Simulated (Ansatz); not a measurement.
Relaxed GaP (zinc blende):

```yaml
crystal:
  lattice:
    - [0.00000, 5.50603, 5.50603]
    - [2.75302, 2.75302, 5.50603]
    - [2.75302, 2.75302, 0.00000]
  atoms:
    - { symbol: P, position: [0.00000, 0.75000, 0.75000] }
    - { symbol: P, position: [0.50000, 0.75000, 0.75000] }
    - { symbol: Ga, position: [0.00000, 0.00000, 0.00000] }
    - { symbol: Ga, position: [0.50000, 0.00000, 0.00000] }
```

The atoms are displaced by Q × the pattern below (from a DFPT mode at X = (0.5, 0.5, 0.0), largest move 1; Q in Å), at fixed cell. (q is in reciprocal vectors of the primitive cell; the cell shown is doubled to hold the pattern.)

```json
[
 {"atom": "Ga3", "x": "0.000", "y": "0.000", "z": "1.000"},
 {"atom": "Ga4", "x": "0.000", "y": "0.000", "z": "-1.000"}
]
```

Atoms not listed stay in place.

Method: PBE (plane waves to 420 eV, PAW, scalar-relativistic; Ansatz, a first-principles code). k mesh 10×10×10 (Γ-centred), Fermi-Dirac smearing 0.05 eV. E stands for the smeared free energy. GaP was relaxed with its symmetry unable to fall. The zero of ΔE is the undisplaced structure.

Q: Give the computed ΔE (meV/cell) and −dE/dQ from forces (eV/Å) at Q (Å) = -0.180, -0.120, -0.030, 0.030, 0.150, 0.180.

A: 
| Q (Å) | ΔE (meV/cell) | −dE/dQ from forces (eV/Å) |
|---|---|---|
| -0.180 | 478 | 5.253 |
| -0.120 | 214 | 3.545 |
| -0.030 | 13 | 0.894 |
| 0.030 | 13 | -0.894 |
| 0.150 | 333 | -4.407 |
| 0.180 | 478 | -5.253 |

(A displaced cell: forces are minus the slopes of the energy, force constants its curvatures, and phonons follow from these.)
